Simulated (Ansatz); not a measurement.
Computed with Ansatz, DFT PBE, scalar-relativistic, plane waves, PAW, and for the lanthanide a 4f-in-core norm-conserving potential. All cells share a 770 eV cutoff and Γ-centred k meshes spaced at most about 0.3 Å⁻¹ (about 0.25 or finer for metals, 2π included). No spin polarisation in the final relaxations.

All energies are static (0 K, no zero-point motion). All come from trial cells, and lower structures may exist.

Question: These unrelaxed guesses for Er₃H are each relaxed within their symmetry. Order them by the energy at which they end, lowest first.
1.

```
Er H
1.0
     4.64439    0.00000    0.00000
     0.00000    4.64439    0.00000
     0.00000    0.00000    4.64439
Er H
3 1
Direct
  0.00000 0.50000 0.50000
  0.50000 0.00000 0.50000
  0.50000 0.50000 0.00000
  0.00000 0.00000 0.00000
```

2.

```
Er H
1.0
     0.00000    3.70682    3.70682
     3.70682    0.00000    3.70682
     3.70682    3.70682    0.00000
Er H
3 1
Direct
  0.75000 0.75000 0.75000
  0.50000 0.50000 0.50000
  0.25000 0.25000 0.25000
  0.00000 0.00000 0.00000
```

3.

```
Er H
1.0
     4.33648    0.00000    0.00000
     0.00000    4.33648    0.00000
     0.00000    0.00000    4.33648
Er H
3 1
Direct
  0.00000 0.50000 0.50000
  0.50000 0.00000 0.50000
  0.50000 0.50000 0.00000
  0.50000 0.50000 0.50000
```

4.

```
Er H
1.0
     6.14211    0.00000    0.00000
    -3.07105    5.31922    0.00000
     0.00000    0.00000    4.88780
Er H
6 2
Direct
  0.16632 0.33264 0.25000
  0.66736 0.83368 0.25000
  0.16632 0.83368 0.25000
  0.83368 0.66736 0.75000
  0.33264 0.16632 0.75000
  0.83368 0.16632 0.75000
  0.33333 0.66667 0.75000
  0.66667 0.33333 0.25000
```

Answer: 4 (ends in P6_3/mmc, 0 meV/atom), 3 (ends in Pm-3m, anti-ReO3 type, 87 meV/atom), 1 (ends in Pm-3m, Cu3Au (L1_2) type, 0.45 eV/atom), 2 (ends in Fm-3m, BiF3 (D0_3) type, 0.54 eV/atom). Even the lowest end lies +0.22 eV/atom against the elements.

With hydrogen, zero-point motion can shift such differences by 10 meV/atom or more. Cells relaxed within their symmetry can be saddle points. Some candidate types were left out of the draw beforehand, so a known form may be missing.

The lanthanide is trivalent by construction, without f bands, f moments or other valences. The reference runs of the other elements, and any phases without the lanthanide, used 420 eV, which shifts energies against them by under 10 meV/atom. The lanthanide's reference is the lowest of its hcp, dhcp and fcc cells.
